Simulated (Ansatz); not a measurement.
All numbers below come from Ansatz 0.2.0, DFT PBE, scalar-relativistic, plane waves, PAW. All cells share a 420 eV cutoff and Γ-centred k meshes spaced at most about 0.3 Å⁻¹ (about 0.25 or finer for metals, 2π included). No spin polarisation in the final relaxations.

Temperature and zero-point effects are left out.

Two relaxed structures of Ba₃SbS₂:

A.

```
Ba Sb S
1.0
     8.17587    0.00000    0.00000
    -4.08794    7.08052    0.00000
     0.00000    0.00000    4.01719
Ba Sb S
3 1 2
Cartesian
  2.0440 3.5403 2.0086
  4.0879 0.0000 2.0086
  -2.0440 3.5403 2.0086
  0.0000 0.0000 0.0000
  4.0879 2.3602 0.0000
  0.0000 4.7203 0.0000
```

B.

```
Ba Sb S
1.0
     4.19818    0.00000    0.00000
     0.00000    4.19818    0.00000
     0.00000    0.00000   14.84487
Ba Sb S
3 1 2
Direct
  0.00000 0.00000 0.76596
  0.00000 0.00000 0.23404
  0.50000 0.50000 0.50000
  0.00000 0.00000 0.00000
  0.50000 0.50000 0.70015
  0.50000 0.50000 0.29985
```

Question: Which form is favoured at zero pressure, and by what margin per atom?

Answer: A is lower, by 193 meV/atom. A has space group P6/mmm (No. 191), 38.8 Å³/atom and no gap on its mesh; B has space group P4/mmm (No. 123), 43.6 Å³/atom and no gap. Counting S or Sb atoms around Ba (for each partner element, those within 1.25 times its shortest distance or 1.15 times the sum of covalent radii, where it is the nearest in units of that sum or under 1.3; a plus sign parts groups by distance over the sum of covalent radii; a slash parts the counts of unlike sites), A has Ba 4+4 and B has Ba 2/5. The denser one is the lower, and pressure would at first widen the difference. In A, around Ba lie 4 S at 3.10 Å, 6 Ba at 4.02–4.09 Å and 4 Sb at 4.55 Å; Sb has 2 Sb at 4.02 Å and 12 Ba at 4.55 Å; around S lie 6 Ba at 3.10 Å. In B, Ba on a site of symmetry 4mm has 4 S at 3.13 Å and 1 Sb at 3.47 Å; Sb is surrounded by 2 Ba at 3.47 Å and 4 Sb at 4.20 Å; S has 5 Ba at 2.97–3.13 Å; 1 more site not described. Both come from invented guesses. A third cell relaxed alike, in P-3m1, lies 275 meV/atom below the lower of the two.

These runs have no spin–orbit coupling, which can matter for Sb. In P6/mmm, P4/mmm an odd number of electrons in the primitive cell allows no gap without spin; a larger cell or a magnetic state could open one. Cells relaxed within their symmetry can be saddle points.
